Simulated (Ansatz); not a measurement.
Mn:
```xyz
2
Lattice="2.4307 0.0000 0.0000 -1.2154 2.1051 0.0000 0.0000 0.0000 3.9249" Properties=species:S:1:pos:R:3 pbc="T T T"
Mn     0.0000     1.4034     0.9812
Mn     1.2154     0.7017     2.9437
```

Relaxed with LDA. Special points in fractions of this cell's reciprocal vectors: Γ (0.000, 0.000, 0.000); M (0.500, 0.000, 0.000); K (0.333, 0.333, 0.000); A (0.000, 0.000, 0.500); L (0.500, 0.000, 0.500); H (0.333, 0.333, 0.500).

List the band energies nearest the Fermi level at these points for LDA in the plane-wave PAW code Ansatz.

In eV from the Fermi level; about four levels below and three above (degenerate sets whole), none deeper than 8.9 eV; … stands for higher levels left out; points with the same levels are listed once.

```
k                          below                above
-  -----------------------------  -------------------
Γ  -1.06 -1.06 -1.06 -0.53 -0.53       0.03 0.03 0.94
M        -1.36 -1.31 -1.00 -0.44       2.02 2.20 2.27
K        -2.85 -1.52 -1.52 -0.06       1.63 1.63 1.83
A        -1.15 -1.15 -1.15 -1.15                    …
L        -4.68 -4.68 -2.91 -2.91  0.20 0.20 0.99 0.99
H        -2.98 -2.98 -1.70 -1.70  0.02 0.02 1.87 1.87
```

Space group P6_3/mmc (hcp (Mg type)). A made-up cell: these elements were put on the sites of a structure type; the Crystallography Open Database copy checked does not list it. It is not the phase usual at ambient conditions (space group No. 217). The cell was relaxed with LDA under the symmetry of its start; its stability against distortions is not shown here. The workflow began spin-polarised and lost its moments.

Potentials: the later of the program's two PAW sets.
